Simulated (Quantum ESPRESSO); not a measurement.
LuCuS₂ is modelled in the trigonal space group P3m1 (No. 156), Pearson symbol hP4. Lattice parameters: a = b = 3.7214 Å, c = 6.0655 Å, α = β = 90.00°, γ = 120.00°. S1 on 1a is coordinated by 1 Cu at 2.255 Å and 3 Lu at 2.587 Å. S2 on 1b has 3 Cu at 2.272 Å and 3 Lu at 2.697 Å. Cu on 1a is surrounded by 4 S at 2.255–2.272 Å (tetrahedral). Lu on 1c is surrounded by 6 S at 2.587–2.697 Å (octahedral). (Neighbours: up to the widest gap in distance over summed covalent radii, below 1.35, at either atom; cation-cation contacts left out.)

The PBEsol cell relaxed from Materials Project entry mp-1001780 was given a biaxial strain of -2 % along x and y, z relaxed, and the atoms were relaxed again.

Problem. What does PBEsol (Quantum ESPRESSO, PseudoDojo norm-conserving, 100 Ry, scalar-relativistic) give for the electronic structure near the Fermi level?

Solution. The PBEsol gap is indirect, 0.96 eV, from Γ to L; the smallest direct gap is 1.94 eV. The 3d shell has no Hubbard U; the runs are without spin polarisation, and magnetic order was not tried. The 4f states are in the valence at their DFT position.

The structure is a Materials Project entry; no match was found in the copy of COD used, and its stability was not checked.
